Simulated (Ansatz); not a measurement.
SiO2:
```xyz
6
Lattice="4.2360 0.0000 0.0000 0.0000 4.2360 0.0000 0.0000 0.0000 2.6905" Properties=species:S:1:pos:R:3 pbc="T T T"
Si     0.0000     0.0000     0.0000
Si     2.1180     2.1180     1.3452
O      1.3003     1.3003     0.0000
O      0.8176     3.4183     1.3452
O      2.9356     2.9356     0.0000
O      3.4183     0.8176     1.3452
```

Cartesian axes are those of the cell as given.

Q: Give the high-frequency dielectric tensor and the Born effective charge tensors of the independent atoms from DFPT, PBE in the plane-wave PAW code Ansatz.

A: 
ε∞:
```
3.43  0.00  0.00
0.00  3.43  0.00
0.00  0.00  3.60
```
Z* of atom 1 (Si), rows: field, columns: displacement, in e:
```
3.84  0.41  0.00
0.41  3.84  0.00
0.00  0.00  4.10
```
Z* of atom 3 (O), rows: field, columns: displacement, in e:
```
-1.92  -0.61   0.00
-0.61  -1.92   0.00
 0.00   0.00  -2.05
```

Static charges for comparison (Bader): Si1 +3.27, O3 -1.63 e. Born charges measure polarisation by displacement and can exceed these by far.

Space group P4_2/mnm (rutile). This is a known high-pressure phase of the composition, computed here at zero pressure and temperature. The cell was relaxed with PBE under the symmetry of its start; phonons on a q-mesh show no instability.

Potentials: the later of the program's two PAW sets.
